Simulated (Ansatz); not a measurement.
ZnCdSe$_{2}$ in space group P3m1 (No. 156; Zn on 1a, Cd on 1c, Se on 1c, Se on 1a), LDA (plane waves, PAW; program Ansatz). The conduction-band minimum lies at Γ, with 1 equivalent valley. Second derivatives d²E/dk² of the lowest band at one valley (eV·Å²), along Cartesian directions:

```tsv
direction	d²E/dk²
[100]	120.4
[010]	120.4
[001]	106.5
[110]	120.4
[101]	113.5
[011]	113.5
```

### Question
Find the principal effective masses, the density-of-states mass and the conductivity mass.

### Answer
Off-diagonal terms follow from H_xy = H[110] − (H_xx + H_yy)/2, and m*/mₑ = 7.620 eV·Å² over each eigenvalue: 0.063, 0.063, 0.072. One valley's DOS mass (m₁m₂m₃)^(1/3) = 0.066, conductivity mass 3/(Σ 1/mᵢ) = 0.066 mₑ.

### Question
What effective density of states Nc follows at 300 K for parabolic valleys?

### Answer
Nc = 2.509e19 × 1 × (0.066)^(3/2) ≈ 4.3e17 cm⁻³.

The workflow started from a Materials Project entry (that database holds measured and hypothetical structures alike); the Crystallography Open Database copy checked does not list it. Whether it is the stable phase at ambient conditions was not checked. Symmetry was held in the LDA relaxation; of distortions, only those at the zone centre were tested. Scalar-relativistic: spin–orbit coupling is off unless named, which matters more the heavier the elements.

Potentials: the later of the program's two PAW sets.

Edges and masses are those of Kohn–Sham bands, whose gap is no quasiparticle gap.
